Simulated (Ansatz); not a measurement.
Ti:
```xyz
3
Lattice="4.5142 0.0000 0.0000 -2.2571 3.9094 0.0000 0.0000 0.0000 2.7990" Properties=species:S:1:pos:R:3 pbc="T T T"
Ti     0.0000     0.0000     0.0000
Ti     0.0000     2.6063     1.3995
Ti     2.2571     1.3031     1.3995
```

Relaxed with PBEsol. Special points in fractions of this cell's reciprocal vectors: Γ (0.000, 0.000, 0.000); M (0.500, 0.000, 0.000); K (0.333, 0.333, 0.000); A (0.000, 0.000, 0.500); L (0.500, 0.000, 0.500); H (0.333, 0.333, 0.500).

List the band energies nearest the Fermi level at these points for DFT-PBEsol in the program Ansatz with PAW potentials.

In eV from the Fermi level; about four levels below and three above (degenerate sets whole), none deeper than 8.9 eV; points with the same levels are listed once.

```csv
k,below,above
Γ,-0.72 -0.72 -0.62 -0.62 -0.01,0.71 1.34 1.34
M,-2.72 -0.45 -0.43 -0.37,0.05 0.56 1.05
K,-3.17 -3.17 -0.32 -0.32 -0.08,0.10 0.43 0.43
A,-2.22 -2.22 -2.22 -1.73 -1.71 -1.71,1.09 1.09 1.31 1.31
L,-1.79 -1.24 -0.69 -0.68,0.35 0.84 1.03
H,-1.47 -1.47 -1.15 -1.15 -1.01,0.67 0.67 0.80 0.80
```

Space group P6/mmm. This is a known high-pressure phase of the composition, computed here at zero pressure and temperature. The cell was relaxed with PBEsol under the symmetry of its start; whether a distortion lowers the energy is not shown. No spin polarisation was allowed.

Potentials: the earlier of the program's two PAW sets. The files were generated under PBE; for other functionals the program regenerates the frozen cores, and for LDA and PBEsol the local potential too.
